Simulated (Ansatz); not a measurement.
Input and command of a plane-wave DFT calculation in Ansatz:

```yaml
crystal:
  lattice:
    - [2.39687053, -3.26925512, 0.0]
    - [2.39687053, 3.26925512, 0.0]
    - [0.0, 0.0, 8.01542932]
  atoms:
    - { symbol: Cs, position: [0.5, 0.5, 0.0] }
    - { symbol: O, position: [0.10308105, 0.89691895, 0.25], spin: 1.0 }
    - { symbol: O, position: [0.89691895, 0.10308105, 0.25], spin: 1.0 }
    - { symbol: Cs, position: [0.5, 0.5, 0.5] }
    - { symbol: O, position: [0.10308105, 0.89691895, 0.75], spin: -1.0 }
    - { symbol: O, position: [0.89691895, 0.10308105, 0.75], spin: -1.0 }
basis:
  ecutwfc: 420
kpoints:
  mp_grid: { grid: [12, 12, 5] }
hamiltonian:
  xc: pbesol
scf:
  occupations: { method: gaussian, width: 0.1 }
  lower_state_search: "off"
output:
  forces: true
  stress: true
  eigenvalues: true
  populations: true
  write_density: true
  write_potential: true
  elf: true
  volumetric_format: npy
magnetization:
  spin_polarized: true
```

```bash
ansatz run input.yaml --threads 1 --pin off --max-ram 2560MiB --backend cpu --events-out ev --progress --plain --runs-dir out
```

Processor: INTEL(R) XEON(R) PLATINUM 8581C CPU @ 2.10GHz (Emerald Rapids), 1 thread, on a host shared with other jobs.

**Question.** Estimate time, memory and problem size.

**Answer.** About 37 s on 1 thread of INTEL(R) XEON(R) PLATINUM 8581C CPU @ 2.10GHz (Emerald Rapids), on a shared host, peak memory 0.83 GiB. It solves 29 bands at 129 k points (the mesh reduced by symmetry) with about 2437 plane waves, in 14 SCF iterations.
